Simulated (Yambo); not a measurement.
AlN (zinc blende, space group F-43m, No. 216), G0W0@LDA in Yambo with this input:

```
rim_cut
gw0
dyson
el_el_corr
HF_and_locXC
ppa
em1d
RandQpts= 1000000
RandGvec= 1 Ry
EXXRLvcs= 84 Ry
VXCRLvcs= 336 Ry
Chimod= "HARTREE"
% BndsRnXp
 1 | 77 |
%
NGsBlkXp= 14 Ry
% LongDrXp
 1.0 | 1.0 | 1.0 |
%
PPAPntXp= 27.2114 eV
% GbndRnge
 1 | 77 |
%
GTermKind= "BG"
DysSolver= "n"
ExtendOut
```

On a 6×6×6 mesh, with wavefunctions cut at 84 Ry, the gap (Γ → X) is 4.847 eV and the valence edge shifts by -1.041 eV.

**Question.** What happens with this change: pole fitted at 10 eV?

**Answer.** The gap falls by 0.080 eV, to 4.767 eV; the shift of the valence edge becomes -0.850 eV. Neither run is shown to be the converged limit.

Geometry relaxed with LDA; primitive cell a = b = c = 3.064 Å, α = β = γ = 60.00°.

This is not the ordinary phase of the substance; no match was found in the copy of COD used, and its stability was not checked.

A shift is the quasiparticle energy of the state minus its LDA energy.
